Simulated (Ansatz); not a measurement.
With the program Ansatz at the r²SCAN level (PAW), HfC in the zinc blende structure (F-43m) relaxes to a = 5.027 Å. Hf has 4 nearest neighbours from 2.18 Å (tetrahedral); C has 4 nearest neighbours from 2.18 Å (tetrahedral). Against the elements it lies at -0.45 eV/atom, with no fitted shifts.

The Kohn–Sham gap is 0.57 eV (direct). The valence maximum lies at W and the conduction minimum at W (6 equivalent valleys). HSE06 on the same cell gives 0.97 eV. Gap from r²SCAN with spin–orbit coupling: 0.42 eV. The electron mass is 0.34, 0.34, 3.2 mₑ (principal values). The hole mass is 0.52, 0.52, 9.5 mₑ (principal values).

The bulk modulus is 164 GPa. The relaxed-ion elastic constants in GPa are C11 = 191, C12 = 150, C44 = 68.5. The elastic constants imply a Debye temperature near 275 K. Bader charges are Hf +2.06, C -2.06 e.

The start of the workflow was typed in or built on a structure type; neither database checked (COD, Materials Project) lists it. It is not the phase usual at ambient conditions (space group No. 225). The cell was relaxed with r²SCAN under the symmetry of its start; whether a distortion lowers the energy is not shown. The run is not spin-polarised. The references are the lowest solids computed at this level, not always the standard phases. Spin–orbit coupling is left out wherever it is not named.

Potentials: the later of the program's two PAW sets.
